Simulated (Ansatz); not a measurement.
**Quadrupolar parameters in SiMo₃ at a changed volume**

The cell is an entry of the Crystallography Open Database (COD), relaxed with PBE at fixed cell and then changed (volume scaled by 1.04, ions relaxed).

Space group Pm-3n (No. 223); a = 4.9574 Å.

| site | Wyckoff | site symmetry | x | y | z |
| --- | --- | --- | --- | --- | --- |
| Si | 2a | m-3. | 0.0000 | 0.0000 | 0.0000 |
| Mo | 6c | -4m.2 | 0.2500 | 0.0000 | 0.5000 |

One atom of each set is listed.

Level of theory: DFT, PBE, plane waves and PAW, scalar-relativistic, 420 eV cutoff, Γ-centred 10×10×10 k-points, Fermi–Dirac smearing 0.05 eV (Ansatz 0.2.0).

C_Q = eQV_zz/h, which is 24.18 MHz for Q = 1 b and V_zz = 10²¹ V/m²; η = (V_xx − V_yy)/V_zz.

Mo-97: I = 5/2, Q = 255.0 mb. Q values from Pyykkö, Mol. Phys. 116, 1328 (2018).

Question: What field gradients does the calculation give at each kind of site?

Answer: 

```tsv
site	atoms	first shell	V_zz (10²¹ V/m²)	η	C_Q (MHz)
Si	2	12 Mo at 2.77 Å	0.00	–	–
Mo	6	10 Mo at 2.48–3.04 Å, 4 Si at 2.77 Å	2.49	0.00	15.4
```

An axis of threefold or higher order runs through Mo, so V_zz lies along it and η is zero. Si sits on a cubic site, where every gradient vanishes.

Si has no stable isotope with a ground-state quadrupole moment in the table, so no C_Q is given.

With no gap above 0.1 eV, as in a metal, the gradients converge slowly in k; expect changes of a tenth or more on a denser mesh. Without spin–orbit coupling (the program notes it for Mo) the gradients can shift somewhat, as the gap is small. At this changed cell the PBE pressure is -7 GPa.

The relaxation (1 step) took 15 s of wall time (15 s of CPU time) and 0.65 GiB at its peak, on 1 thread of Intel Xeon 6975P-C (Granite Rapids) (x86_64; 16 cores open to the job, memory cap 3.0 GiB, no GPU), a shared host with a load of 0.5 a core.
